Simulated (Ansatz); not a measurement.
AlRu (CsCl type)

```yaml
crystal:
  lattice:
    - [6.00740, 0.00000, 0.00000]
    - [0.00000, 3.00370, 0.00000]
    - [0.00000, 0.00000, 3.00370]
  atoms:
    - { symbol: Al, position: [0.00000, 0.00000, 0.00000] }
    - { symbol: Al, position: [0.50000, 0.00000, 0.00000] }
    - { symbol: Ru, position: [0.25000, 0.50000, 0.50000] }
    - { symbol: Ru, position: [0.75000, 0.50000, 0.50000] }
```

The atoms are displaced by Q × the pattern below (from a DFPT mode at X = (0.5, 0.0, 0.0), largest move 1; Q in Å), at fixed cell. (q is in reciprocal vectors of the primitive cell; the cell shown is doubled to hold the pattern.)

```csv
atom,x,y,z
Ru3,1.000,0.000,0.000
Ru4,-1.000,0.000,0.000
```

Atoms not listed stay in place.

All values below come from PBE (plane waves to 420 eV, PAW, scalar-relativistic; Ansatz, a quantum-chemistry and plane-wave program). k mesh 8×15×15 (Γ-centred), Fermi-Dirac smearing 0.05 eV. E stands for the smeared free energy. With partly filled bands, energies and forces of such displacements shift with the k mesh and the smearing. AlRu is run without spin polarisation. AlRu was relaxed with its symmetry unable to fall. ΔE is measured from the undisplaced structure. The last digit holds for this mesh only.

| Q (Å) | ΔE (meV/cell) |
|---|---|
| -0.2800 | 1401.1 |
| -0.2333 | 938.5 |
| -0.1867 | 587.0 |
| -0.1400 | withheld |
| -0.0933 | 143.5 |
| -0.0467 | 35.7 |
| 0.0000 | 0.0 |
| 0.0467 | 35.7 |
| 0.0933 | 143.5 |
| 0.1400 | withheld |
| 0.1867 | 587.0 |
| 0.2333 | 938.5 |
| 0.2800 | 1401.1 |

Task: Fit an even polynomial form (powers 2, 4, 6) to the given rows and predict ΔE at Q = 0.1400.

Result: Least squares on the 11 given rows: ΔE = (16390)·Q² + (8311)·Q⁴ + (135200)·Q⁶, in meV/cell with Q in Å; root-mean-square residual 0.09 meV/cell. At 0.1400 the fit gives 325.5 meV/cell; the calculation gives 325.5 meV/cell, the same to the digits shown. The quadratic term alone would give 321.2 meV/cell.

(A displaced cell: forces are minus the slopes of the energy, force constants its curvatures, and phonons follow from these.)
